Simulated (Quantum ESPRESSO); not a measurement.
# Band energies of CaI$_{2}$ monolayer

```
CELL_PARAMETERS angstrom
      4.43567     0.00000     0.00000
     -2.21784     3.84141     0.00000
      0.00000     0.00000    16.50000
ATOMIC_POSITIONS crystal
  Ca 0.00000 0.00000 0.00000
  I  0.33333 0.66667 0.10645
  I  0.66667 0.33333 0.89355
```

norm-conserving PBEsol (Quantum ESPRESSO, 70 Ry, scalar-relativistic); path ΓMKΓ; energies in eV from the valence-band maximum.

| k (1/Å) | point | band 8 | band 9 | band 10 | band 11 | band 12 | band 13 | band 14 | band 15 |
|---|---|---|---|---|---|---|---|---|---|
| 0.00 | Γ | -0.69 | -0.69 | -0.42 | 0.00 | 0.00 | 4.50 | 4.62 | 4.62 |
| 0.12 |  | -0.83 | -0.69 | -0.34 | -0.15 | -0.04 | 4.53 | 4.67 | 4.68 |
| 0.23 |  | -1.09 | -0.71 | -0.50 | -0.27 | -0.14 | 4.38 | 4.84 | 4.91 |
| 0.35 |  | -1.37 | -0.89 | -0.73 | -0.29 | -0.27 | 4.20 | 5.06 | 5.07 |
| 0.47 |  | -1.62 | -1.12 | -0.75 | -0.42 | -0.38 | 4.02 | 5.22 | 5.28 |
| 0.58 |  | -1.77 | -1.11 | -0.76 | -0.54 | -0.51 | 3.87 | 5.37 | 5.48 |
| 0.70 |  | -1.86 | -0.98 | -0.75 | -0.66 | -0.64 | 3.78 | 5.48 | 5.63 |
| 0.82 | M | -1.89 | -0.83 | -0.80 | -0.73 | -0.70 | 3.75 | 5.51 | 5.68 |
| 0.94 |  | -1.87 | -0.89 | -0.83 | -0.78 | -0.73 | 3.89 | 5.50 | 5.54 |
| 1.05 |  | -1.82 | -1.18 | -0.92 | -0.83 | -0.73 | 4.22 | 5.39 | 5.42 |
| 1.29 | K | -1.73 | -1.73 | -1.14 | -0.78 | -0.78 | 4.92 | 5.11 | 5.11 |
| 1.38 |  | -1.74 | -1.60 | -1.10 | -0.83 | -0.72 | 4.83 | 4.95 | 5.35 |
| 1.48 |  | -1.75 | -1.41 | -0.99 | -0.91 | -0.64 | 4.74 | 4.78 | 5.51 |
| 1.57 |  | -1.74 | -1.25 | -0.98 | -0.85 | -0.55 | 4.65 | 4.67 | 5.55 |
| 1.67 |  | -1.67 | -1.17 | -0.97 | -0.69 | -0.45 | 4.54 | 4.63 | 5.57 |
| 1.76 |  | -1.55 | -1.12 | -0.87 | -0.52 | -0.36 | 4.48 | 4.62 | 5.51 |
| 1.86 |  | -1.39 | -0.95 | -0.79 | -0.36 | -0.29 | 4.47 | 4.62 | 5.30 |
| 1.95 |  | -1.20 | -0.74 | -0.66 | -0.27 | -0.21 | 4.49 | 4.62 | 5.10 |
| 2.05 |  | -0.99 | -0.71 | -0.35 | -0.29 | -0.10 | 4.53 | 4.61 | 4.90 |
| 2.23 | Γ | -0.69 | -0.69 | -0.42 | 0.00 | 0.00 | 4.50 | 4.62 | 4.62 |

The PBEsol gap is indirect, 3.75 eV, from Γ to M; the smallest direct gap is 4.37 eV. The valence-band maximum lies 6.65 eV below the vacuum level.

Spin-orbit coupling is left out, which matters for elements this heavy: edges can move by tenths of an eV.

Geometry relaxed with PBEsol.

This is a model layer cut from the bulk structure; whether it is stable on its own was not checked.
